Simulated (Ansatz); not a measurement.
## Si₅Te₈, first-principles data

Si5Te8:
```yaml
crystal:
  lattice:
    - [7.79217, 0.00000, 0.00000]
    - [-3.89608, 6.74822, 0.00000]
    - [0.00000, 0.00000, 6.78302]
  atoms:
    - { symbol: Si, position: [0.00000, 0.00000, 0.00000] }
    - { symbol: Te, position: [0.16566, 0.33131, 0.76035] }
    - { symbol: Te, position: [0.33131, 0.16566, 0.23965] }
    - { symbol: Si, position: [0.00000, 0.50000, 0.00000] }
    - { symbol: Te, position: [0.16566, 0.83434, 0.76035] }
    - { symbol: Te, position: [0.33333, 0.66667, 0.22541] }
    - { symbol: Si, position: [0.50000, 0.00000, 0.00000] }
    - { symbol: Te, position: [0.66667, 0.33333, 0.77459] }
    - { symbol: Te, position: [0.83434, 0.16566, 0.23965] }
    - { symbol: Si, position: [0.50000, 0.50000, 0.00000] }
    - { symbol: Te, position: [0.66869, 0.83434, 0.76035] }
    - { symbol: Te, position: [0.83434, 0.66869, 0.23965] }
    - { symbol: Si, position: [0.00000, 0.00000, 0.50000] }
```

Space group P-3m1 (No. 164); conventional cell a = b = 7.792 Å, c = 6.783 Å, α = β = 90.00°, γ = 120.00°.

Method: DFT-r²SCAN in the program Ansatz with PAW potentials. The cell and atoms are relaxed at this level. Other levels are named where they apply.

Cell and energy:

- Volume per atom = 27.44 Å³
- Density = 5.41 g/cm³
- Formation energy from the elements (no fitted shifts) = 0.12 eV/atom

Electronic structure:

Electronic character: metallic (no gap)
Density of states at the Fermi level: 0.35 states/eV per atom (mean over ±0.08 eV)

Mechanics:

- Bulk modulus (Birch–Murnaghan fit) = 35.1 GPa
- Pressure derivative B′ = 5.7

Charges:

- Bader charges: Si +0.49 to +0.64, Te -0.39 to -0.34 e

The start of the workflow was typed in or built on a structure type; neither database checked (COD, Materials Project) lists it. Whether it is the stable phase at ambient conditions was not checked. The cell was relaxed with r²SCAN under the symmetry of its start; whether a distortion lowers the energy is not shown. The references are the lowest solids computed at this level, not always the standard phases. Scalar-relativistic: spin–orbit coupling is off unless named, which matters more the heavier the elements.

Potentials: the earlier of the program's two PAW sets.
